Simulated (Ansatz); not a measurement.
YSi: pressure against volume

YSi, Cmcm, a = 4.285 Å, b = 10.558 Å, c = 3.843 Å. The structure is a Materials Project entry; whether it is the stable form wasn't checked. Ansatz: r2SCAN, PAW, 500 eV, Γ-centred 10×10×12 mesh on 4 atoms, Gaussian smearing 0.10 eV; no spin polarisation. Shape and atoms are relaxed at each volume; pressure is positive in compression.

| V (Å³/atom) | P (GPa) |
| --- | --- |
| 20.430 | ? |
| 21.082 | 3.01 |
| 21.734 | 0.00 |
| 22.386 | -2.59 |
| 23.038 | -4.80 |

Q: Take V0 = 21.734 Å³/atom, fit the third-order Birch–Murnaghan form to the other rows, and predict the missing pressure.

A: With the Eulerian strain f = ½[(V0/V)^(2/3) − 1] and y = P/[3f(1 + 2f)^(5/2)], the form is the line y = B0 + 1.5 B0 (B0′ − 4) f. Rows (f, y): 0.01026, 92.9; -0.00976, 92.9; -0.01905, 92.6. Means f = -0.006183, y = 92.800; Σ(Δf)² = 0.0004487, ΣΔfΔy = 0.003860; the slope is their ratio. y = 92.85 + 8.602 f GPa, so B0 = 92.8 GPa and B0′ = 4 + 2 × (8.602)/(3 × 92.85) = 4.06. At V = 20.430, f = 0.02106, y = 93.03 and P = 6.52 GPa. The run gave 6.53 GPa, so the fit is 0.01 GPa too low, a small miss on the scale of the series. The form still works here, 33 % of the fitted range beyond its end.

Cost: 5 runs of about 15 core-minutes in all, on Intel Xeon Platinum 8375C (Ice Lake) (shared hosts).